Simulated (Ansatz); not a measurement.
An Ansatz (a first-principles code) run. Input:

Ansatz 0.2 input:
```yaml
crystal:
  lattice:
    - [3.3244696724, 0.0, 0.0]
    - [-1.6622348362, 2.8790751904, 0.0]
    - [0.0, 0.0, 11.540034055]
  atoms:
    - { symbol: Nb, position: [0.6666666667, 0.3333333333, 0.9057701492] }
    - { symbol: Nb, position: [0.3333333333, 0.6666666667, 0.0942298508] }
    - { symbol: Nb, position: [0.3333333333, 0.6666666667, 0.4057701492] }
    - { symbol: Nb, position: [0.6666666667, 0.3333333333, 0.5942298508] }
    - { symbol: C, position: [0.0, 0.0, 0.0] }
    - { symbol: C, position: [0.0, 0.0, 0.5] }
    - { symbol: S, position: [0.3333333333, 0.6666666667, 0.75] }
    - { symbol: S, position: [0.6666666667, 0.3333333333, 0.25] }
kpoints:
  mp_grid: { grid: [10, 10, 3] }
  band_path:
    path:
      - [[0.0, 0.0, 0.0], [0.5, 0.0, 0.0], [0.3333333333, 0.3333333333, 0.0], [0.0, 0.0, 0.0], [0.0, 0.0, 0.5], [0.5, 0.0, 0.5], [0.3333333333, 0.3333333333, 0.5], [0.0, 0.0, 0.5]]  # Γ-M-K-Γ-A-L-H-A
      - [[0.5, 0.0, 0.5], [0.5, 0.0, 0.0]]  # L-M
      - [[0.3333333333, 0.3333333333, 0.5], [0.3333333333, 0.3333333333, 0.0]]  # H-K
    npoints: 8
hamiltonian:
  xc: r2scan
  pseudopotentials: { kind: paw }
magnetization: { noncollinear: true, spin_orbit: true }
scf:
  n_extra_bands: 16
  convergence: { dr2_threshold: 0.0000000001 }
  occupations: { method: gaussian, width: 0.05 }
output: { eigenvalues: true }
```

Output (shortened):

```
Pseudopotential: Nb, paw_fr, valence charge 13
Pseudopotential: C, paw_fr, valence charge 4
Pseudopotential: S, paw_fr, valence charge 6
Functional definition: r2SCAN
non-collinear run that drives no moment, with spin-orbit …
Crystal: 8 atoms, lattice volume = 110.454 Å³
Basis set: ecut = 500 eV, 2767 PW (Γ), exchange–correlation on 100×100×360 points (64 copies of the dense FFT grid, shifted against one another)
Bands: 88, of which v1, the nominal top of the filled ones, is band 72 counted from 1 (71 counted from 0)
Symmetry: 24 space group operations + 24 with time reversal
k-points: 28 of 300
Projection manifold: j_resolved (fully-relativistic pseudo-atomic orbitals)
SCF iter   1: F=—  HF=-20562.254366 eV  |F-HF|=—  |Δ(HF+E_count)|=         —  Δρ=1.15e-1  dr2=3.34e1  dr2_τ=4.69e-1  dr2_m=0.00e0 (ungated)  ethr=3.10e-3  |M|=0.00e0 ∫|m|=0.00e0 μB  |m|>n=0.0e0 m-floor=0.0e0 τ_xc=0.0e0  β_m=0.30  ⟨swp⟩=6.3  Hψ=5657  notcnv=0  defer=4
preconditioner: auto → Kerker (q_TF=auto, 2.540 Å⁻¹)
spin=Noncollinear: Kerker preconditioning applied to the charge; magnetization (m_x, m_y, m_z) channels mix plain (no charge-response kernel on spin).
SCF iter   2: F=—  HF=-20557.870606 eV  |F-HF|=—  |Δ(HF+E_count)|=    4.38e0  Δρ=7.15e-2  dr2=1.57e1  dr2_τ=6.01e-2  dr2_m=0.00e0 (ungated)  ethr=3.10e-3  |M|=0.00e0 ∫|m|=0.00e0 μB  |m|>n=0.0e0 m-floor=0.0e0 τ_xc=0.0e0  β_m=0.55  ⟨swp⟩=2.9  Hψ=2155  notcnv=0  defer=218
preconditioner: auto → Resta (q_TF=auto, 2.540 Å⁻¹)
spin=Noncollinear: Resta preconditioning applied to the charge; magnetization (m_x, m_y, m_z) channels mix plain (no charge-response kernel on spin).
SCF iter   3: F=—  HF=-20554.937402 eV  |F-HF|=—  |Δ(HF+E_count)|=    2.93e0  Δρ=2.24e-2  dr2=8.01e-1  dr2_τ=7.85e-3  dr2_m=0.00e0 (ungated)  ethr=3.10e-3  |M|=0.00e0 ∫|m|=0.00e0 μB  |m|>n=0.0e0 m-floor=0.0e0 τ_xc=0.0e0  β_m=0.77  ⟨swp⟩=3.4  Hψ=2644  notcnv=0  defer=210
SCF iter   4: F=—  HF=-20554.918402 eV  |F-HF|=—  |Δ(HF+E_count)|=   1.90e-2  Δρ=6.07e-3  dr2=1.04e-1  dr2_τ=6.49e-4  dr2_m=0.00e0 (ungated)  ethr=1.11e-3  |M|=0.00e0 ∫|m|=0.00e0 μB  |m|>n=0.0e0 m-floor=0.0e0 τ_xc=0.0e0  β_m=0.85  ⟨swp⟩=2.6  Hψ=2074  notcnv=0  defer=212
SCF iter   5: F=—  HF=-20554.905723 eV  |F-HF|=—  |Δ(HF+E_count)|=   1.27e-2  Δρ=1.18e-3  dr2=1.91e-3  dr2_τ=4.64e-5  dr2_m=0.00e0 (ungated)  ethr=1.44e-4  |M|=0.00e0 ∫|m|=0.00e0 μB  |m|>n=0.0e0 m-floor=0.0e0 τ_xc=0.0e0  β_m=0.91  ⟨swp⟩=2.7  Hψ=2002  notcnv=0  defer=218
SCF iter   6: F=—  HF=-20554.905912 eV  |F-HF|=—  |Δ(HF+E_count)|=   1.89e-4  Δρ=3.98e-4  dr2=1.95e-4  dr2_τ=6.37e-6  dr2_m=0.00e0 (ungated)  ethr=2.65e-6  |M|=0.00e0 ∫|m|=0.00e0 μB  |m|>n=0.0e0 m-floor=0.0e0 τ_xc=0.0e0  β_m=0.96  ⟨swp⟩=2.1  Hψ=1680  notcnv=0  defer=218
SCF iter   7: F=—  HF=-20554.905991 eV  |F-HF|=—  |Δ(HF+E_count)|=   7.93e-5  Δρ=7.65e-5  dr2=7.83e-6  dr2_τ=2.95e-7  dr2_m=0.00e0 (ungated)  ethr=2.71e-7  |M|=0.00e0 ∫|m|=0.00e0 μB  |m|>n=0.0e0 m-floor=0.0e0 τ_xc=0.0e0  β_m=0.98  ⟨swp⟩=2.0  Hψ=1687  notcnv=0  defer=218
SCF iter   8: F=—  HF=-20554.905997 eV  |F-HF|=—  |Δ(HF+E_count)|=   6.02e-6  Δρ=1.85e-5  dr2=3.05e-7  dr2_τ=1.13e-8  dr2_m=0.00e0 (ungated)  ethr=1.09e-8  |M|=0.00e0 ∫|m|=0.00e0 μB  |m|>n=0.0e0 m-floor=0.0e0 τ_xc=0.0e0  β_m=0.99  ⟨swp⟩=2.0  Hψ=1690  notcnv=0  defer=218
SCF iter  11: F=-20554.906070 eV  HF=-20554.906070 eV  |F-HF|=2.55e-11  |Δ(HF+E_count)|=  6.33e-10  Δρ=1.63e-7  dr2=2.44e-11  dr2_τ=5.09e-13  dr2_m=0.00e0 (ungated)  ethr=1.00e-12  |M|=0.00e0 ∫|m|=0.00e0 μB  |m|>n=0.0e0 m-floor=0.0e0 τ_xc=0.0e0  ⟨swp⟩=10.8  Hψ=4354  notcnv=0
SCF 1 converged in 11 iterations: F = -20554.906070 eV  dr2 = 2.44e-11
NSCF: frozen V_eff on 75 k-points
SCF converged after 11 iterations
Magnetization: |M| = 0.0000 μB,  M = (+0.0000, +0.0000, +0.0000) μB
Absolute magnetization: 0.0000 μB (∫|m|)
  site 0: m = (+0.0000, +0.0000, +0.0000) μB, |m| = 0.0000 μB  (R = 0.91 Å)
  site 1: m = (+0.0000, +0.0000, +0.0000) μB, |m| = 0.0000 μB  (R = 0.91 Å)
  site 2: m = (+0.0000, +0.0000, +0.0000) μB, |m| = 0.0000 μB  (R = 0.91 Å)
  site 3: m = (+0.0000, +0.0000, +0.0000) μB, |m| = 0.0000 μB  (R = 0.91 Å)
  site 4: m = (+0.0000, +0.0000, +0.0000) μB, |m| = 0.0000 μB  (R = 0.91 Å)
  site 5: m = (+0.0000, +0.0000, +0.0000) μB, |m| = 0.0000 μB  (R = 0.91 Å)
  site 6: m = (+0.0000, +0.0000, +0.0000) μB, |m| = 0.0000 μB  (R = 1.08 Å)
  site 7: m = (+0.0000, +0.0000, +0.0000) μB, |m| = 0.0000 μB  (R = 1.08 Å)
Free energy (F): -20554.906070 eV
Harris-Foulkes:  -20554.906070 eV  (|F-HF|=2.55e-11)
Internal energy: -20554.900688 eV  (E = F + TS)
E sigma→0 (E₀):  -20554.903379 eV
Entropy (-TS):   -0.005383 eV (-0.673 meV/atom)
Fermi energy:    17.166340 eV
--- Per-component energies (eV) ---
  E_band       = -280.732608
  E_kinetic    = 1974.559180
  E_local      = -3535.447014  (includes V_loc(G=0)·N_el)
  E_nonlocal   = 582.863519
  E_hartree    = 1174.520155
  E_xc         = -962.703304
  E_vxc        = -1272.753307  (∫ρ·V_xc dr)
  E_paw        = -13757.152922  (= ΣΔE_a)
  E_vpaw       = -453.162658  (= ΣTr[D̂ρ^β])
  E_aug_tail   = 0.000024  (compensation charges beyond the density's cutoff)
  E_vtau       = 74.167273  (kinetic-family band-sum trace: ∫τ·v_τ [+ j·A + Jᵃ·Aᵃ] dr)
  E_ewald      = -6030.501377
  E_core_change = -1.038950  (= ΣΔE_core)
  E_smearing   = -0.005383  (= −TS)
  E_closure    =  0.000000  (closes the sum)
  Σ components = -20554.906070   (vs F -20554.906070, Δ=0.00e0)
  [band-id]    e_kinetic+e_local+e_nonlocal+2·e_hartree+e_vxc+e_vpaw+e_augmentation_tail+e_vtau = -280.732672   (vs E_band -280.732608, Δ=-6.40e-5)
--- Band table (eV; the first three rows and the last of 28) ---
  k-point 0: bands = ["-40.6366", "-40.6366", "-40.6327", "-40.6327", "-40.4822", "-40.4822", "-40.4782", "-40.4782", "-17.5104", "-17.5104", "-17.4807", "-17.4807", "-17.1559", "-17.1559", "-17.1347", "-17.1347", "-15.5967", "-15.5967", "-15.5535", …
  k-point 1: bands = ["-40.6356", "-40.6356", "-40.6337", "-40.6337", "-40.4812", "-40.4812", "-40.4792", "-40.4792", "-17.5033", "-17.5033", "-17.4885", "-17.4885", "-17.1502", "-17.1502", "-17.1397", "-17.1397", "-15.5868", "-15.5868", "-15.5653", …
  k-point 2: bands = ["-40.6293", "-40.6293", "-40.6254", "-40.6254", "-40.4816", "-40.4816", "-40.4776", "-40.4776", "-17.5119", "-17.5119", "-17.4841", "-17.4841", "-17.1778", "-17.1778", "-17.1577", "-17.1577", "-15.5974", "-15.5974", "-15.5554", …
  k-point 27: bands = ["-40.5221", "-40.5221", "-40.5203", "-40.5203", "-40.5021", "-40.5021", "-40.5004", "-40.5004", "-17.4925", "-17.4925", "-17.4861", "-17.4861", "-17.4575", "-17.4575", "-17.4520", "-17.4520", "-15.6636", "-15.6636", "-15.6469", …
```

Cost: roughly 6 core-minutes on shared cores.

Space group P6_3/mmc. The first step of the workflow began from a Materials Project structure, measured or hypothetical; the Crystallography Open Database copy checked does not list it. Its standing as an ambient phase is unchecked. Symmetry was held in the r²SCAN relaxation; its stability against distortions is not shown here. No spin polarisation was allowed.

Potentials: the later of the program's two PAW sets.

Ansatz is a plane-wave DFT program.
